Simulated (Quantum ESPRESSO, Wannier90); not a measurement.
## Ni3Ge (Cu3Au type): Wannier90 run

```
begin unit_cell_cart
ang
    3.5303300000    0.0000000000    0.0000000000
    0.0000000000    3.5303300000    0.0000000000
    0.0000000000    0.0000000000    3.5303300000
end unit_cell_cart
begin atoms_frac
Ni   0.5000000000  0.0000000000  0.5000000000
Ni   0.0000000000  0.5000000000  0.5000000000
Ni   0.5000000000  0.5000000000  0.0000000000
Ge   0.0000000000  0.0000000000  0.0000000000
end atoms_frac
```

Materials Project entry mp-21008; symmetrised, unrelaxed at this level. Not found in the COD (Crystallography Open Database) copy used; not checked further. Method: PBEsol plane waves in Quantum ESPRESSO 7.5 (PseudoDojo norm-conserving files, 79 Ry, no spin polarisation, no spin-orbit coupling), Bloch states on a 6×6×6 mesh through Γ, Wannier90 4.0.1. Density: 10×10×10 mesh, cold smearing 0.01 Ry. A non-magnetic state is assumed; magnetic ones were not tried. Spin-orbit coupling, left out, would split the p-like bands by a few tenths of an eV.

A tight-binding model is made by disentanglement and projection with no localisation steps (num_iter = 0), so the 31 orbitals stay atom-like: hydrogen-like Ni: s;p;d; Ge: s;p, axes along x, y, z; frozen window up to 1.50 eV relative to the Fermi level. It follows pw.x to 4.1 meV rms for states up to 1.0 eV relative to the Fermi level. Matrix elements depend on this choice of orbitals and windows.

Task: What are the on-site energies relative to the Fermi level, and how fast do the hoppings decay?

Result: 
```json
[
 {"atom": "Ni1", "orbitals": "s", "energy (eV)": "6.15"},
 {"atom": "Ni1", "orbitals": "pz px", "energy (eV)": "11.56"},
 {"atom": "Ni1", "orbitals": "py", "energy (eV)": "13.13"},
 {"atom": "Ni1", "orbitals": "dz2 dyz dxy", "energy (eV)": "-1.86"},
 {"atom": "Ni1", "orbitals": "dxz", "energy (eV)": "-2.13"},
 {"atom": "Ni1", "orbitals": "dx2-y2", "energy (eV)": "-1.76"},
 {"atom": "Ni2", "orbitals": "s", "energy (eV)": "6.16"},
 {"atom": "Ni2", "orbitals": "pz py", "energy (eV)": "11.56"},
 {"atom": "Ni2", "orbitals": "px", "energy (eV)": "13.13"},
 {"atom": "Ni2", "orbitals": "dz2 dxz dxy", "energy (eV)": "-1.86"},
 {"atom": "Ni2", "orbitals": "dyz", "energy (eV)": "-2.13"},
 {"atom": "Ni2", "orbitals": "dx2-y2", "energy (eV)": "-1.76"},
 {"atom": "Ni3", "orbitals": "s", "energy (eV)": "6.16"},
 {"atom": "Ni3", "orbitals": "pz", "energy (eV)": "13.13"},
 {"atom": "Ni3", "orbitals": "px py", "energy (eV)": "11.56"},
 {"atom": "Ni3", "orbitals": "dz2", "energy (eV)": "-1.71"},
 {"atom": "Ni3", "orbitals": "dxz dyz", "energy (eV)": "-1.86"},
 {"atom": "Ni3", "orbitals": "dx2-y2", "energy (eV)": "-1.91"},
 {"atom": "Ni3", "orbitals": "dxy", "energy (eV)": "-2.13"},
 {"atom": "Ge4", "orbitals": "s", "energy (eV)": "-2.14"},
 {"atom": "Ge4", "orbitals": "pz px py", "energy (eV)": "6.80"}
]
```

```json
[
 {"distance of the centres (Å)": "2–3", "largest modulus (eV)": "2.1"},
 {"distance of the centres (Å)": "3–4", "largest modulus (eV)": "0.35"},
 {"distance of the centres (Å)": "4–5", "largest modulus (eV)": "0.44"},
 {"distance of the centres (Å)": "5–6", "largest modulus (eV)": "0.092"},
 {"distance of the centres (Å)": "6–7", "largest modulus (eV)": "0.044"},
 {"distance of the centres (Å)": "7–8", "largest modulus (eV)": "0.051"},
 {"distance of the centres (Å)": "8–9", "largest modulus (eV)": "0.014"},
 {"distance of the centres (Å)": "9–10", "largest modulus (eV)": "0.011"}
]
```
